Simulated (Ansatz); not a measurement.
ZnWO4:
Space group P2/c (No. 13); a = 4.6744 Å, b = 5.7248 Å, c = 4.9127 Å, α = γ = 90.00°, β = 90.56°

```json
[
 {"atom": "Zn", "site": "2f", "symmetry": "2", "x": "0.5000", "y": "0.3205", "z": "0.2500"},
 {"atom": "W", "site": "2e", "symmetry": "2", "x": "0.0000", "y": "0.1830", "z": "0.7500"},
 {"atom": "O", "site": "4g", "symmetry": "1", "x": "0.2168", "y": "0.1060", "z": "0.4365"},
 {"atom": "O", "site": "4g", "symmetry": "1", "x": "0.2562", "y": "0.6240", "z": "0.4031"}
]
```

Relaxed with r²SCAN. Plane-wave PAW r²SCAN (Ansatz code) gives a gap of 3.29 eV.

Problem. What gap does HSE06 give on the same cell (Ansatz, PAW)?

Solution. 4.41 eV, 1.12 eV more. The hybrid was solved on a coarser mesh and at special points; the gap given is the minimum over both.

```json
[
 {"k": "Γ", "v1 r²SCAN": "-0.29", "c1 r²SCAN": "3.74", "v1 HSE06": "[?]", "c1 HSE06": "[?]"},
 {"k": "Z", "v1 r²SCAN": "-0.05", "c1 r²SCAN": "3.29", "v1 HSE06": "-0.03", "c1 HSE06": "4.41"},
 {"k": "B", "v1 r²SCAN": "-0.13", "c1 r²SCAN": "3.86", "v1 HSE06": "-0.15", "c1 HSE06": "5.01"},
 {"k": "Y2", "v1 r²SCAN": "-0.23", "c1 r²SCAN": "3.97", "v1 HSE06": "-0.21", "c1 HSE06": "5.13"},
 {"k": "C2", "v1 r²SCAN": "-0.32", "c1 r²SCAN": "3.81", "v1 HSE06": "[?]", "c1 HSE06": "[?]"},
 {"k": "D", "v1 r²SCAN": "-0.30", "c1 r²SCAN": "3.81", "v1 HSE06": "[?]", "c1 HSE06": "[?]"},
 {"k": "A", "v1 r²SCAN": "-0.27", "c1 r²SCAN": "4.09", "v1 HSE06": "[?]", "c1 HSE06": "[?]"},
 {"k": "E", "v1 r²SCAN": "-0.40", "c1 r²SCAN": "4.08", "v1 HSE06": "-0.38", "c1 HSE06": "5.26"}
]
```

Problem. Top valence (v1) and lowest conduction level (c1) in eV from each method's valence maximum (which need not be a listed point): supply the withheld HSE06 values.

Solution. 
- A, v1 HSE06: -0.25
- A, c1 HSE06: 5.26
- Γ, v1 HSE06: -0.25
- Γ, c1 HSE06: 4.87
- C2, v1 HSE06: -0.32
- C2, c1 HSE06: 4.96
- D, v1 HSE06: -0.33
- D, c1 HSE06: 4.98

Cost on shared cores: the r²SCAN run (SCF on a 6×5×6 mesh, then bands and DOS) about 7 core-minutes (a rough figure), the HSE06 run (SCF on 4×3×4, then a few points) about 6 core-minutes (a rough figure); the tasks are unlike.

The first step of the workflow began from a Materials Project structure, measured or hypothetical; the Crystallography Open Database files this formula in space group No. 13, but the cells were not matched. Whether it is the stable phase at ambient conditions was not checked. Symmetry was held in the r²SCAN relaxation; its stability against distortions is not shown here. No spin polarisation was allowed. No Hubbard U is applied. Scalar-relativistic: spin–orbit coupling is off unless named, which matters more the heavier the elements.

Potentials: the later of the program's two PAW sets.
